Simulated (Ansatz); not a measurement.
PbS:
```yaml
crystal:
  lattice:
    - [12.01644, 0.00000, 0.00000]
    - [0.00000, 4.20614, 0.00000]
    - [0.00000, 0.00000, 4.35104]
  atoms:
    - { symbol: Pb, position: [0.87221, 0.25000, 0.18145] }
    - { symbol: Pb, position: [0.12779, 0.75000, 0.81855] }
    - { symbol: Pb, position: [0.62779, 0.75000, 0.68145] }
    - { symbol: Pb, position: [0.37221, 0.25000, 0.31855] }
    - { symbol: S, position: [0.64431, 0.25000, 0.10637] }
    - { symbol: S, position: [0.35569, 0.75000, 0.89363] }
    - { symbol: S, position: [0.85569, 0.75000, 0.60637] }
    - { symbol: S, position: [0.14431, 0.25000, 0.39363] }
```

Relaxed with r²SCAN+D4. Special points in fractions of this cell's reciprocal vectors: Γ (0.000, 0.000, 0.000); X (0.500, 0.000, 0.000); S (0.500, 0.500, 0.000); Y (0.000, 0.500, 0.000); Z (0.000, 0.000, 0.500); U (0.500, 0.000, 0.500); R (0.500, 0.500, 0.500); T (0.000, 0.500, 0.500).

Question: List the band energies nearest the valence-band maximum at these points for the program Ansatz at the r²SCAN+D4 level (PAW).

Answer: In eV from the valence-band maximum; about four levels below and three above (degenerate sets whole), none deeper than 8.9 eV; points with the same levels are listed once.

```csv
k,below,above
Γ,-1.55 -1.33 -0.97 -0.46,1.87 4.15 4.28
X,-1.71 -1.71 -0.57 -0.57,3.37 3.37 4.14 4.14
S,-0.51 -0.51 -0.51 -0.51,2.01 2.01 2.01 2.01
Y,-0.51 -0.51 -0.36 -0.36,1.69 1.69 2.09 2.09
Z,-0.43 -0.43 -0.20 -0.20,1.69 1.69 2.28 2.28
U,-0.36 -0.36 -0.23 -0.23,1.81 1.81 2.32 2.32
R,-1.62 -1.62 -1.62 -1.62,3.93 3.93 3.93 3.93
T,-2.37 -2.37 -0.91 -0.91,3.37 3.37 4.29 4.29
```

Space group Pnma. The workflow started from a Materials Project entry (that database holds measured and hypothetical structures alike); the Crystallography Open Database copy checked does not list it. It is not the phase usual at ambient conditions (space group No. 225). Symmetry was held in the r²SCAN+D4 relaxation; its stability against distortions is not shown here. Scalar-relativistic: spin–orbit coupling is off unless named, which matters more the heavier the elements.

Potentials: the later of the program's two PAW sets.
